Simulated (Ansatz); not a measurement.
Formation energies in the Al–Pt system, lowest calculated structure of each composition. Computed with PBEsol (plane waves to 420 eV, PAW, scalar-relativistic; Ansatz, a program for electronic structure). Element references, the lowest calculated here: Al (Fm-3m), Pt (Fm-3m).

```json
[
 {"phase": "Al", "x(Pt)": "0.000", "space group": "Fm-3m", "E_f (eV/atom)": "0.00", "above hull (eV/atom)": "0.00"},
 {"phase": "Al2Pt", "x(Pt)": "0.333", "space group": "Fm-3m", "E_f (eV/atom)": "-0.87", "above hull (eV/atom)": "0.00"},
 {"phase": "Al3Pt2", "x(Pt)": "0.400", "space group": "P-3m1", "E_f (eV/atom)": "-0.99", "above hull (eV/atom)": "0.00"},
 {"phase": "AlPt", "x(Pt)": "0.500", "space group": "P2₁3", "E_f (eV/atom)": "-1.05", "above hull (eV/atom)": "0.00"},
 {"phase": "AlPt3", "x(Pt)": "0.750", "space group": "P4/mbm", "E_f (eV/atom)": "-0.71", "above hull (eV/atom)": "0.00"},
 {"phase": "Pt", "x(Pt)": "1.000", "space group": "Fm-3m", "E_f (eV/atom)": "0.00", "above hull (eV/atom)": "0.00"}
]
```

On the hull: AlPt, AlPt3, Al2Pt, Al3Pt2.

Question: Work out the energy of AlPt against the hull of the other phases.

Answer: At x(Pt) = 0.500 the tie line joins Al3Pt2 and AlPt3; the lever rule gives atom fractions 0.71 and 0.29. The mixture has E_f = 0.71 × (-0.99) + 0.29 × (-0.71) = -0.91 eV/atom, and AlPt has -1.05. So AlPt → 0.14 AlPt3 + 0.29 Al3Pt2 costs 0.14 eV/atom: AlPt is stable against it.

This is the hull of the energies calculated here, no anion corrections; phases that were not calculated are missing from it. Values are rounded to 0.01 eV/atom. Spin-orbit coupling is missing from these energies, which matters for elements this heavy. The compounds carry no spin polarisation.
